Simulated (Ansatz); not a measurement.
V2O5:
```cif
data_O10V4
_chemical_formula_sum 'V4 O10'
_space_group_name_H-M_alt 'P 1'
_space_group_IT_number 1
_cell_length_a 6.27437
_cell_length_b 3.53306
_cell_length_c 7.13427
_cell_angle_alpha 90.000
_cell_angle_beta 90.377
_cell_angle_gamma 90.000
loop_
_space_group_symop_operation_xyz
  'x, y, z'
loop_
_atom_site_label
_atom_site_type_symbol
_atom_site_fract_x
_atom_site_fract_y
_atom_site_fract_z
_atom_site_occupancy
V1 V 0.74246 0.25000 0.72123 1
V2 V 0.25754 0.75000 0.27877 1
V3 V 0.19583 0.25000 0.90039 1
V4 V 0.80417 0.75000 0.09961 1
O1 O 0.73866 0.75000 0.80672 1
O2 O 0.26134 0.25000 0.19328 1
O3 O 0.03680 0.25000 0.70228 1
O4 O 0.96320 0.75000 0.29772 1
O5 O 0.43866 0.25000 0.82412 1
O6 O 0.56134 0.75000 0.17588 1
O7 O 0.14682 0.75000 0.96742 1
O8 O 0.85318 0.25000 0.03258 1
O9 O 0.67860 0.25000 0.50987 1
O10 O 0.32140 0.75000 0.49013 1
```

Relaxed with r²SCAN+D4.

Task: Tabulate the valence density and the electron localisation function along the shortest V–V contact (3.11 Å), the program Ansatz at the r²SCAN+D4 level (PAW).

Result: 

```csv
distance from V (Å),density (e/Å³),ELF
0.31,11.15,0.71
0.47,6.65,0.69
0.62,3.19,0.56
0.78,1.23,0.31
0.93,0.57,0.15
1.09,0.47,0.22
1.24,0.48,0.44
1.40,0.54,0.59
1.56,0.58,0.63
1.71,0.60,0.62
1.87,0.58,0.53
2.02,0.58,0.32
2.18,0.68,0.20
2.33,1.30,0.29
2.49,3.20,0.52
2.64,6.61,0.68
2.80,11.11,0.71
```

The density is the valence pseudo-density with augmentation charge, so density and ELF within about 1 Å of a nucleus are not all-electron values.

Space group P2_1/m. The first step of the workflow began from a Materials Project structure, measured or hypothetical; the Crystallography Open Database copy checked does not list it. COD files the formula under space group No. 31, 59. Its standing as an ambient phase is unchecked. Symmetry was held in the r²SCAN+D4 relaxation; whether a distortion lowers the energy is not shown. The run is not spin-polarised. No Hubbard U is applied.

Potentials: the earlier of the program's two PAW sets. The files were generated under PBE; for other functionals the program regenerates the frozen cores, and for LDA and PBEsol the local potential too.
